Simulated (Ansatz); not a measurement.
Here is an unrelaxed guess for ZrBr₅.

```xyz
6
Lattice="5.1045 0.0000 0.0000 -2.5522 4.4206 0.0000 0.0000 0.0000 9.1677" Properties=species:S:1:pos:R:3 pbc="T T T"
Zr    0.0000    0.0000    0.0000
Br    0.0000    2.9471    4.5839
Br    2.5522    1.4735    4.5839
Br    0.0000    0.0000    4.5839
Br    0.0000    0.0000    6.8594
Br    0.0000    0.0000    2.3083
```

Theory: DFT PBE, scalar-relativistic, plane waves, PAW (Ansatz 0.2.0). Cutoff 420 eV; k points 6×6×2 on the computed 6-atom cell (Γ-centred); Gaussian smearing, width 0.10 eV; no spin polarisation.

Energies over the elements count from the elements' standard structures at the same level, with no fitted energy shifts. The references include crystalline Br.

**Question.** Estimate its pressure, forces and energy as it stands.

**Answer.** The pressure is 13.5 GPa (the mean over three directions, positive in compression), the largest force is 2.09 eV/Å, and the energy is +0.93 eV/atom against the elements. The shortest distance is 2.28 Å.

**Question.** How much does it gain on relaxing, and where does it end?

**Answer.** Relaxing gains about 0.80 eV/atom (the start's value is from the coarse mesh, so the gain is rough) in 21 ionic steps and ends at +0.12 eV/atom on the finer mesh. The symmetry stays P6/mmm (No. 191). The volume per atom grows by 50.1 %, from 34.5 to 51.7 Å³. The shortest distance goes from 2.28 Å (Br–Br) to 2.48 Å (Zr–Br). The ratio c/a of the conventional cell changes by a factor of 1.43. Conventional cell: a = 5.182 Å, c = 13.349 Å. Around Zr lie 2 Br at 2.48 Å; around Br on a site of symmetry -6m2 lie 6 Br at 2.99 Å; Br on a site of symmetry 6/mmm is surrounded by 6 Br at 2.99 Å; 1 more site not described.

The last run used collinear spin, a 12×12×4 mesh (in the run's order of axes) for its 6-atom cell and Gaussian smearing of 0.10 eV. No dispersion correction is applied, so the spacing and binding between layers, chains or molecules are poorly described. The reference form of Br is held partly by dispersion forces, which this level lacks. The magnetic state reached may not be the lowest. The relaxation can't lower the symmetry of the start. A structure relaxed within its symmetry needn't be a true minimum. Another cell of ZrBr5 relaxed alike, in P-62m, lies 0.95 eV/atom lower, so this cell isn't the stable form at this level.
